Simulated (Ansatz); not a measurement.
Ir (fcc, Cu type)

```xyz
1
Lattice="0.0000 1.9354 1.9354 1.9354 0.0000 1.9354 1.9354 1.9354 0.0000" Properties=species:S:1:pos:R:3 pbc="T T T"
Ir     0.0000     0.0000     0.0000
```

The relaxed cell is deformed in two ways at once: its volume V is scaled, and at that volume it is stretched along z (the c axis of the conventional cell) so that c/a changes. Fractional atomic positions are held.

All values below come from PBE (plane waves to 420 eV, PAW, scalar-relativistic; Ansatz, a quantum-chemistry and plane-wave program). k mesh 21×21×21 (Γ-centred), Fermi-Dirac smearing 0.05 eV. E stands for the smeared free energy. With partly filled bands, the response to shear is sensitive to the k mesh, so small differences along c/a are uncertain. Ir is run without spin polarisation. Ir was relaxed with its symmetry unable to fall. Spin-orbit coupling is left out, though Ir is heavy. The last digit holds for this mesh only.

Changes of ΔE (eV/atom) from the point V/V₀ = 1.000, (c/a)/(c/a)₀ = 1.000 when one coordinate moves alone (two changes are said to add if the coupling is within 5 % of the smaller one, nearly so within 20 %):

```csv
point,change
"V/V₀ = 1.000, (c/a)/(c/a)₀ = 0.960",0.0179
"V/V₀ = 1.000, (c/a)/(c/a)₀ = 0.973",0.0079
"V/V₀ = 1.000, (c/a)/(c/a)₀ = 0.987",0.0020
"V/V₀ = 0.920, (c/a)/(c/a)₀ = 1.000",0.1192
"V/V₀ = 0.947, (c/a)/(c/a)₀ = 1.000",0.0500
"V/V₀ = 0.973, (c/a)/(c/a)₀ = 1.000",0.0118
"V/V₀ = 1.027, (c/a)/(c/a)₀ = 1.000",0.0106
"V/V₀ = 1.053, (c/a)/(c/a)₀ = 1.000",0.0402
"V/V₀ = 1.080, (c/a)/(c/a)₀ = 1.000",0.0860
"V/V₀ = 1.000, (c/a)/(c/a)₀ = 1.013",0.0019
"V/V₀ = 1.000, (c/a)/(c/a)₀ = 1.027",0.0076
"V/V₀ = 1.000, (c/a)/(c/a)₀ = 1.040",0.0170
```

Q: Do the two effects add at V/V₀ = 1.053, (c/a)/(c/a)₀ = 1.040? Give the computed change.

A: The sum of the single changes is 0.0402 + (0.0170) = 0.0572; the calculation gives 0.0556, so the coupling contributes -0.0016 (under 20 % of the smaller single change, nearly additive).

(A scan under strain: stresses follow from slopes of the energy per volume, elastic moduli from its curvatures.)
